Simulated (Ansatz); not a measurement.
# Computed properties of AlBN2

AlBN₂:
```xyz
4
Lattice="2.8498 0.0000 0.0000 -1.4249 2.4680 0.0000 0.0000 0.0000 4.6647" Properties=species:S:1:pos:R:3 pbc="T T T"
B      0.0000     1.6454     0.0890
N      0.0000     1.6454     1.6056
Al     1.4249     0.8227     2.3356
N      1.4249     0.8227     4.2263
```

Space group P3m1 (No. 156); conventional cell a = b = 2.850 Å, c = 4.665 Å, α = β = 90.00°, γ = 120.00°.

Method: PBEsol (plane waves, PAW; program Ansatz). Geometry: relaxed at this level of theory. Other levels are named where they apply.

**Cell and energy**

Volume per atom: 8.20 Å³
Density: 3.33 g/cm³
Formation energy from the elements (no fitted shifts): -1.02 eV/atom

**Electronic structure**

Band gap: 4.04 eV (indirect)
Valence-band maximum: at Γ
Conduction-band minimum: at K (2 equivalent valleys)
Smallest direct gap on the standard path: 5.00 eV
Electron effective mass: 0.35, 0.62, 0.62 mₑ (principal values)
Hole effective mass, band 1 of 2 at the edge: 4.0 along x, 3.9 along z (mₑ)
Hole effective mass, band 2 of 2 at the edge: 0.32 along x, 3.9 along z (mₑ)
HSE06 gap on the PBEsol cell: 5.46 eV

**Mechanics**

- Bulk modulus (Birch–Murnaghan fit): 249 GPa
- Pressure derivative B′: 3.8
- Elastic constants (relaxed ions, GPa): C11 = 434, C12 = 162, C13 = 114, C14 = -27.3, C33 = 636, C44 = 118
- Mechanical stability: stable (all eigenvalues of C positive)
- Hill bulk and shear moduli: 252 and 141 GPa
- Young's modulus: 356 GPa
- Poisson's ratio: 0.26
- Debye temperature from the elastic constants: 1070 K
- Piezoelectric stress constants (proper, relaxed ions, C/m²): e15 = e24 = -0.44, e16 = e21 = 2.10, e22 = -2.10, e31 = e32 = -0.24, e33 = 0.59

**Dielectric response**

Electronic dielectric constant ε∞ (DFPT): 4.94 (xx = yy), 4.95 (zz)
Static dielectric constant ε0 (ions relaxed, cell fixed): 11.3 (xx = yy), 8.52 (zz)
Born charges (a third of the trace): B +2.17, N -2.46 to -2.33, Al +2.62 e
Largest static χ(2) component: 8.3 pm/V

**Phonons**

Highest zone-centre frequency (without LO–TO term): 1017 cm^-1
Zone-centre stability: no imaginary mode at Γ
Dynamical stability on the path: stable (no imaginary branch)
Zero-point energy: 113.0 meV/atom
Vibrational entropy at 300 K: 8.4 J/(K·mol of atoms)

The start of the workflow was typed in or built on a structure type; neither database checked (COD, Materials Project) lists it. Its standing as an ambient phase is unchecked. The cell was relaxed with PBEsol under the symmetry of its start. Signs of piezoelectric constants follow the polarity of the cell as given. The references are the lowest solids computed at this level, not always the standard phases (solids in place of the gases).

Potentials: the earlier of the program's two PAW sets. The files were generated under PBE; for other functionals the program regenerates the frozen cores, and for LDA and PBEsol the local potential too.
